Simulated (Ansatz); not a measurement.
## BaTiO$_{3}$, one cell by several methods

```xyz
5
Lattice="4.0073 0.0000 0.0000 0.0000 4.0073 0.0000 0.0000 0.0000 4.1275" Properties=species:S:1:pos:R:3 pbc="T T T"
Ba    2.0036    2.0036    2.0638
Ti    0.0000    0.0000    0.0000
O     2.0036    0.0000    0.0000
O     0.0000    2.0036    0.0000
O     0.0000    0.0000    2.0638
```

Atoms are numbered in the order listed.

The cell comes from COD entry 1507757, which wasn't checked; take it as a given geometry. The listed cell was then made from it by scaling, straining or moving an atom.

Spin–orbit coupling is left out, though it moves levels of the heavy atoms by tenths of an eV or more.

Methods: DFT, LDA, PAW with Ansatz's default frozen-core files, scalar-relativistic (Ansatz 0.2.0); DFT, LDA, all-electron PAW with datasets made for the crystal, scalar-relativistic (Ansatz 0.2.0); DFT, LDA, all-electron LAPW, scalar-relativistic (Ansatz 0.2.0).

For PAW: a Γ-centred 8×8×8 k mesh, Fermi–Dirac smearing of 0.05 eV, cutoff 420 eV, no spin polarisation; the PAW files were made with PBE, and the program remakes their frozen cores for this functional. The crystal-made all-electron datasets (AE datasets) take a cutoff of 500 eV at this cell. LAPW targets a basis error of 1 meV/atom. The Ansatz runs share mesh, smearing and spin set-up. Plane-wave (PAW) pressures include the program's estimate of the Pulay term.

Stress and pressure are positive in compression.

Spin–orbit coupling is left out, which moves gradients at and beside heavy atoms by some per cent and at worst by a factor of two.

```csv
quantity,PAW,AE datasets,LAPW
pressure (GPa),-13.49,-13.39,-13.39
stress xx (GPa),-12.06,-11.96,-11.95
stress zz (GPa),-16.36,-16.27,-16.27
band gap (eV),1.597,1.593,1.593
field gradient Vzz at Ba1 (10²¹ V/m²),0.60,0.60,–
field gradient Vzz at Ti2 (10²¹ V/m²),2.53,2.52,–
field gradient Vzz at O3 (10²¹ V/m²),2.11,2.00,–
field gradient Vzz at O5 (10²¹ V/m²),3.42,3.32,–
```

PAW's pressure differs from the LAPW value by -0.10 GPa.
